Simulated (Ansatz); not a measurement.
Space group I4/mmm (No. 139). a = 3.858 Å, b = 3.858 Å, c = 11.859 Å, α = 90.00°, β = 90.00°, γ = 90.00°
| atom | site | symmetry | x | y | z |
| --- | --- | --- | --- | --- | --- |
| Ba | 2a | 4/mmm | 0.0000 | 0.0000 | 0.0000 |
| Ni | 4d | -4m2 | 0.0000 | 0.5000 | 0.2500 |
| P | 4e | 4mm | 0.5000 | 0.5000 | 0.1568 |

Equation of state of this BaNi2P2 structure (not necessarily the ground state), with shape and atoms relaxed at each volume where symmetry leaves them free. It has no gap at any of these volumes. Computed with DFT PBEsol, scalar-relativistic, plane waves, PAW (Ansatz).

Cutoff 420 eV; k points 12×12×12 on the computed 5-atom cell (Γ-centred); Gaussian smearing, width 0.10 eV; no spin polarisation.

```tsv
V (Å³/atom)	E − E(largest V) (meV/atom)	P (GPa)
15.533	45.61	14.37
16.062	5.71	9.84
16.592	-20.28	5.99
17.121	-34.52	2.75
17.651	-38.89	0.00
18.180	-34.91	-2.32
18.710	-23.86	-4.28
19.416	0.00	-6.41
```

Problem. Fit a third-order Birch–Murnaghan equation to E(V).

Solution. V0 = 17.65 Å³/atom, B0 = 84 GPa, B0' = 4.6.

Spin-orbit coupling is left out, which matters for the bands of heavy elements. Spin polarisation was left out, and a magnetic state may lie lower.

Cost: 8 runs of about 6.7 core-minutes in all, on AMD EPYC 9R45 (Zen 5) (shared hosts).